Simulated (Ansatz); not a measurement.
With plane-wave PAW PBEsol (Ansatz code), MoW in the rock salt structure (Fm-3m) relaxes to a = 5.180 Å. Mo has 6 nearest neighbours from 2.59 Å (octahedral); W has 6 nearest neighbours from 2.59 Å (octahedral). Its formation energy from the elements is 1.36 eV/atom, with no fitted shifts.

Electronic character: metallic (no gap). Gap from PBEsol with spin–orbit coupling: none (metallic).

The bulk modulus is 2190 kbar. The relaxed-ion elastic constants in GPa are C11 = 494, C12 = 82.8, C44 = -104. The highest mode at Γ lies at 5.61 THz.

The start of the workflow was typed in or built on a structure type; neither database checked (COD, Materials Project) lists it. Its standing as an ambient phase is unchecked. Symmetry was held in the PBEsol relaxation. At this level the phase is mechanically unstable. No spin polarisation was allowed. Its formation energy is positive at this level, so the cell may be metastable or incomplete. As this level gives no gap, shear constants depend on the k-mesh and smearing (Fermi–Dirac, 0.1 eV here). As this level gives no gap, phonon frequencies hold no LO–TO term and depend on the k-mesh and smearing (Fermi–Dirac, 0.1 eV here). On the denser mesh and wider smearing of the elastic run this cell carries a stress of 0.3 GPa. The references are the lowest solids computed at this level, not always the standard phases. Spin–orbit coupling is left out wherever it is not named.

Potentials: the earlier of the program's two PAW sets. The files were generated under PBE; for other functionals the program regenerates the frozen cores, and for LDA and PBEsol the local potential too.
